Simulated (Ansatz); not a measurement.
Given:

Be (hcp, Mg type)

```
Be
1.0
    4.52945     0.00000     0.00000
   -1.13236     1.96131     0.00000
    0.00000     0.00000     3.56124
Be
4
Cartesian
  0.00000   1.30754   2.67093
  2.26472   1.30754   2.67093
  1.13236   0.65377   0.89031
  3.39708   0.65377   0.89031
```

In this cell atom 3 (Be, nearest neighbour Be at 2.209 Å; its periodic images, 2.3 Å or more away, move with it) is moved by u·(1.000, 0.000, 0.000) + v·(0.000, 0.000, 1.000); the rest is frozen.

Calculation: PBE (plane waves to 420 eV, PAW, scalar-relativistic; Ansatz, a program for electronic structure). k mesh 19×19×11 (Γ-centred), Fermi-Dirac smearing 0.05 eV. The energy includes the smearing's −TS. With partly filled bands, energies and forces of such displacements shift with the k mesh and the smearing. Be was relaxed with its symmetry unable to fall. ΔE is measured from the undisplaced structure. Axes are in Å.

The scan covers u from -0.550 to 0.550 Å in 5 points and v from -0.550 to 0.550 Å in 5 points.

Problem. Is the undisplaced position a minimum, a maximum or a saddle of this map?

Solution. A minimum.

Problem. What are the two principal curvatures of the energy at the centre?

Solution. 7.2 and 8.4 eV/Å².

(A displaced cell: forces are minus the slopes of the energy, force constants its curvatures, and phonons follow from these.)
